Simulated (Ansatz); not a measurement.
Input, command and steps of an Ansatz relaxation.

```yaml
crystal:
  lattice:
    - [4.547, 0.0, 0.0]
    - [0.0, 4.547, 0.0]
    - [0.0, 0.0, 4.547]
  atoms:
    - { symbol: Rb, position: [0.0, 0.0, 0.0] }
    - { symbol: Ca, position: [0.5, 0.5, 0.5] }
    - { symbol: H, position: [0.0, 0.5, 0.5] }
    - { symbol: H, position: [0.5, 0.0, 0.5] }
    - { symbol: H, position: [0.5, 0.5, 0.0] }
basis:
  ecutwfc: 500
kpoints:
  mp_grid: { grid: [6, 6, 6] }
hamiltonian:
  xc: r2scan
scf:
  occupations: { method: gaussian, width: 0.02 }
output:
  forces: true
  stress: true
  eigenvalues: true
  write_density: true
  write_potential: true
  elf: true
  volumetric_format: npy
relax:
  adjacent_minimum: "off"
  f_tol: 0.005
  max_steps: 80
  cell: { stress_tol: 0.05 }
```

```bash
ansatz run input.yaml --threads 1 --pin off --max-ram 2560MiB --backend cpu --events-out ev --progress --plain --runs-dir out
```

Method: DFT r2SCAN, scalar-relativistic, plane waves, PAW (Ansatz 0.2.0).

Of 3 frames 3 are shown, positions in Å and forces in eV/Å; the SCF threshold varies from step to step. Steps run on the plane waves of an earlier cell, with a Pulay correction in the pressure. The basis is chosen afresh for the last frame, the zero of the energies, and at times for earlier ones too; energy and pressure step there, also at an unchanged geometry.

```xyz
5
Lattice="4.5470 0.0000 0.0000 0.0000 4.5470 0.0000 0.0000 0.0000 4.5470" Properties=species:S:1:pos:R:3:forces:R:3 pbc="T T T" step=1 free_energy_over_end_meV_per_atom=0.65 pressure_GPa=-0.52
Rb    0.0000    0.0000    0.0000    0.0000    0.0000    0.0000
Ca    2.2735    2.2735    2.2735    0.0000    0.0000    0.0000
H     0.0000    2.2735    2.2735    0.0000    0.0000    0.0000
H     2.2735    0.0000    2.2735    0.0000    0.0000    0.0000
H     2.2735    2.2735    0.0000    0.0000    0.0000    0.0000
5
Lattice="4.5171 0.0000 0.0000 0.0000 4.5171 0.0000 0.0000 0.0000 4.5171" Properties=species:S:1:pos:R:3:forces:R:3 pbc="T T T" step=2 free_energy_over_end_meV_per_atom=-0.06 pressure_GPa=-0.03
Rb    0.0000    0.0000    0.0000    0.0000    0.0000    0.0000
Ca    2.2585    2.2585    2.2585    0.0000    0.0000    0.0000
H     0.0000    2.2585    2.2585    0.0000    0.0000    0.0000
H     2.2585    0.0000    2.2585    0.0000    0.0000    0.0000
H     2.2585    2.2585    0.0000    0.0000    0.0000    0.0000
5
Lattice="4.5171 0.0000 0.0000 0.0000 4.5171 0.0000 0.0000 0.0000 4.5171" Properties=species:S:1:pos:R:3:forces:R:3 pbc="T T T" step=3 free_energy_over_end_meV_per_atom=0.00 pressure_GPa=-0.03
Rb    0.0000    0.0000    0.0000    0.0000    0.0000    0.0000
Ca    2.2585    2.2585    2.2585    0.0000    0.0000    0.0000
H     0.0000    2.2585    2.2585    0.0000    0.0000    0.0000
H     2.2585    0.0000    2.2585    0.0000    0.0000    0.0000
H     2.2585    2.2585    0.0000    0.0000    0.0000    0.0000
```

Time: 49 s on 1 thread of AMD EPYC (Zen 3), on a shared host, peak memory 0.58 GiB.